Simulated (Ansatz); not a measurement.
A 6-atom cell of WS2 built on the 2H bulk structure (relaxed group P6_3/mmc), relaxed with r2SCAN+rVV10. The symmetry is P6_3/mmc (No. 194, hexagonal); conventional cell a = 3.170 Å, c = 12.491 Å, 18.12 Å³ an atom. W is surrounded by 6 S at 2.41 Å; S is surrounded by 3 W at 2.41 Å.

```cif
data_structure
_symmetry_space_group_name_H-M 'P6_3/mmc'
_symmetry_Int_Tables_number 194
_cell_length_a 3.1699
_cell_length_b 3.1699
_cell_length_c 12.4912
_cell_angle_alpha 90.000
_cell_angle_beta 90.000
_cell_angle_gamma 120.000
_cell_volume 108.70
loop_
_atom_site_label
_atom_site_type_symbol
_atom_site_symmetry_multiplicity
_atom_site_Wyckoff_symbol
_atom_site_fract_x
_atom_site_fract_y
_atom_site_fract_z
_atom_site_occupancy
W1 W 2 d 0.66667 0.33333 0.25000 1
S1 S 4 f 0.66667 0.33333 0.62489 1
```

4 runs of Ansatz on this cell differ in the functional (and in the settings that go with it). Levels are in eV from each run's valence top; v1 is the last filled band, c1 the first empty one.

Run A, mean stress +3.3 GPa (compression positive):
```
point     v4     v3     v2     v1    c1    c2
    Γ  -2.24  -1.58  -1.12   0.00  2.28  2.28
    M  -1.99  -1.83  -1.67  -1.51  2.25  2.29
    K  -2.91  -2.91  -0.73  -0.56  1.22  1.22
    A  -2.27  -2.27  -0.31  -0.31  2.28  2.28
    L  -1.91  -1.91  -1.58  -1.58  2.27  2.27
    H  -3.04  -3.04  -0.65  -0.65  1.22  1.22
```

Run B, mean stress -1.2 GPa (compression positive):
```
point     v4     v3     v2     v1    c1    c2
    Γ  -2.54  -1.94  -1.26   0.00  3.66  3.66
    M  -2.34  -2.17  -1.97  -1.78  3.61  3.65
    K  -3.43  -3.43  -0.78  -0.59  2.33  2.33
    A  -2.56  -2.56  -0.37  -0.37  3.65  3.65
    L  -2.25  -2.25  -1.86  -1.86  3.63  3.63
    H  -3.57  -3.57  -0.69  -0.69  2.33  2.33
```

Run C, mean stress -1.2 GPa (compression positive):
```
point     v4     v3     v2     v1    c1    c2
    Γ  -2.50  -1.89  -1.21   0.00  2.98  2.98
    M  -2.30  -2.12  -1.92  -1.74  2.92  2.96
    K  -3.37  -3.37  -0.76  -0.58  1.68  1.68
    A  -2.53  -2.53  -0.36  -0.36  2.97  2.97
    L  -2.21  -2.21  -1.81  -1.81  2.94  2.94
    H  -3.51  -3.51  -0.68  -0.68  1.68  1.68
```

Run D, mean stress +1.2 GPa (compression positive):
```
point     v4     v3     v2     v1    c1    c2
    Γ  -2.39  -1.71  -1.15   0.00  2.43  2.43
    M  -2.15  -1.98  -1.75  -1.59  2.37  2.41
    K  -3.09  -3.09  -0.77  -0.60  1.30  1.30
    A  -2.41  -2.41  -0.33  -0.33  2.43  2.43
    L  -2.07  -2.07  -1.66  -1.66  2.39  2.39
    H  -3.23  -3.23  -0.69  -0.69  1.30  1.30
```

**Question.** Match the runs to PBE, r2SCAN, HSE06, PBE0.

**Answer.** A is PBE, B is PBE0, C is HSE06, D is r2SCAN. In order of the gap: PBE 1.05, r2SCAN 1.15, HSE06 1.57, PBE0 2.23 eV.

No spin polarisation and no zero-point or thermal motion.

Spin-orbit coupling is left out, which matters wherever the heavy atoms make up the band edges.

The program warns that its thresholds are loose for a hybrid's stress.

The meshes of the hybrids are coarse, so their gaps aren't converged to the digits shown.
